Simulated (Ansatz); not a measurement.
The start is a generated cell, PbSe placed in the AFLOW prototype AB_oP4_59_a_b (as in CuTe). The structure is fully relaxed (lattice and positions, P = 0) with r2SCAN (plane waves to 500 eV, PAW, scalar-relativistic; Ansatz, an electronic-structure program). The first steps use a coarse 6×5×3 k-mesh.

Initial structure:
```yaml
crystal:
  lattice:
    - [3.73811, 0.00000, 0.00000]
    - [0.00000, 4.85362, 0.00000]
    - [0.00000, 0.00000, 8.24759]
  atoms:
    - { symbol: Pb, position: [0.00000, 0.00000, 0.05100] }
    - { symbol: Pb, position: [0.50000, 0.50000, 0.94900] }
    - { symbol: Se, position: [0.00000, 0.50000, 0.27700] }
    - { symbol: Se, position: [0.50000, 0.00000, 0.72300] }
```

Problem. How does the volume per atom move from start to end?

Solution. -21.2 %, from 37.41 to 29.47 Å³/atom.

Problem. Is the relaxed structure metallic? Give its gap.

Solution. 0.67 eV, direct at L (no spin-orbit coupling).

Problem. What does it relax into? Give the structure.

Solution. 
Space group Fm-3m (No. 225); a = 6.178 Å, b = 6.178 Å, c = 6.178 Å, α = 90.00°, β = 90.00°, γ = 90.00°

| atom | site | symmetry | x | y | z |
|---|---|---|---|---|---|
| Pb | 4a | m-3m | 0.0000 | 0.0000 | 0.0000 |
| Se | 4b | m-3m | 0.5000 | 0.5000 | 0.5000 |
(The calculation used a cell of 2 atoms; values per cell refer to that cell.)

Final values are on a 9×9×9 k-mesh of the relaxed cell. No spin polarisation in the result. Spin-orbit coupling is missing; with elements this heavy it can move band edges by tenths of an eV or more.

The run could not lose the symmetry of its start.
